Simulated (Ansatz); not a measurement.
**TiAs: pressure against volume**

TiAs, P6_3/mmc, a = 3.671 Å, c = 6.040 Å. The structure is a Materials Project entry; whether it is the stable form wasn't checked. Ansatz: r2SCAN, PAW, 500 eV, Γ-centred 12×12×8 mesh on 4 atoms, Gaussian smearing 0.10 eV; no spin polarisation. Shape and atoms are relaxed at each volume; pressure is positive in compression.

| V (Å³/atom) | P (GPa) |
| --- | --- |
| 16.562 | ? |
| 17.091 | 3.96 |
| 17.620 | 0.03 |
| 18.148 | -3.34 |
| 18.677 | -6.26 |

**Question.** Take V0 = 17.620 Å³/atom, count pressures from its P0 = 0.03 GPa, fit the third-order Birch–Murnaghan form to the other rows, and predict the missing pressure.

**Answer.** With the Eulerian strain f = ½[(V0/V)^(2/3) − 1] and y = (P − P0)/[3f(1 + 2f)^(5/2)], the form is the line y = B0 + 1.5 B0 (B0′ − 4) f. Rows (f, y): 0.01026, 121.4; -0.00975, 121.0; -0.01905, 121.3. Means f = -0.006180, y = 121.23; Σ(Δf)² = 0.0004487, ΣΔfΔy = 0.002715; the slope is their ratio. y = 121.3 + 6.051 f GPa, so B0 = 121.3 GPa and B0′ = 4 + 2 × (6.051)/(3 × 121.3) = 4.03. At V = 16.562, f = 0.02107, y = 121.43 and P = 8.54 GPa. The run gave 8.58 GPa, so the fit is 0.04 GPa too low, a small miss on the scale of the series. The form still works here, 33 % of the fitted range beyond its end.